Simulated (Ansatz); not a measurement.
HPbBrO:
Space group Pnma (No. 62); a = 7.4040 Å, b = 4.0927 Å, c = 10.0105 Å, α = 90.00°, β = 90.00°, γ = 90.00°

```tsv
atom	site	symmetry	x	y	z
H	4c	.m.	0.1999	0.7500	0.1167
Pb	4c	.m.	0.1965	0.2500	0.9171
Br	4c	.m.	0.4441	0.2500	0.1807
O	4c	.m.	0.1215	0.7500	0.0395
```

Relaxed with r²SCAN+D4. Plane-wave PAW r²SCAN+D4 (Ansatz code) gives a gap of 3.61 eV.

What gap does HSE06 give on the same cell (Ansatz, PAW)?

4.11 eV, 0.50 eV more. The hybrid was solved on a coarser mesh and at special points; its gap is the smallest among all of these.

| k | v1 r²SCAN+D4 | c1 r²SCAN+D4 | v1 HSE06 | c1 HSE06 |
|---|---|---|---|---|
| Γ | -0.01 | 3.78 | ? | ? |
| X | -0.26 | 3.72 | -0.28 | 4.23 |
| Z | -0.14 | 3.93 | ? | ? |
| U | -0.32 | 3.72 | ? | ? |
| Y | -0.13 | 4.58 | ? | ? |
| S | -0.78 | 4.69 | -0.85 | 5.23 |
| T | -0.28 | 4.13 | -0.29 | 4.65 |
| R | -0.63 | 4.56 | -0.69 | 5.09 |

Top valence (v1) and lowest conduction level (c1) in eV from each method's valence maximum (which need not be a listed point): supply the withheld HSE06 values.


- Y, v1 HSE06: -0.12
- Y, c1 HSE06: 5.15
- Γ, v1 HSE06: -0.01
- Γ, c1 HSE06: 4.28
- U, v1 HSE06: -0.38
- U, c1 HSE06: 4.24
- Z, v1 HSE06: -0.13
- Z, c1 HSE06: 4.46

Cost on shared cores: the r²SCAN+D4 run (SCF on a 4×7×3 mesh, then bands and DOS) about 7 core-minutes (a rough figure), the HSE06 run (SCF on 3×4×2, then a few points) around 8 core-minutes (rough); the tasks are unlike.

The workflow started from a Materials Project entry (that database holds measured and hypothetical structures alike); the Crystallography Open Database copy checked does not list it. Its standing as an ambient phase is unchecked. The r²SCAN+D4 relaxation kept the symmetry of its start; of distortions, only those at the zone centre were tested. Scalar-relativistic: spin–orbit coupling is off unless named, which matters more the heavier the elements.

Potentials: the later of the program's two PAW sets.
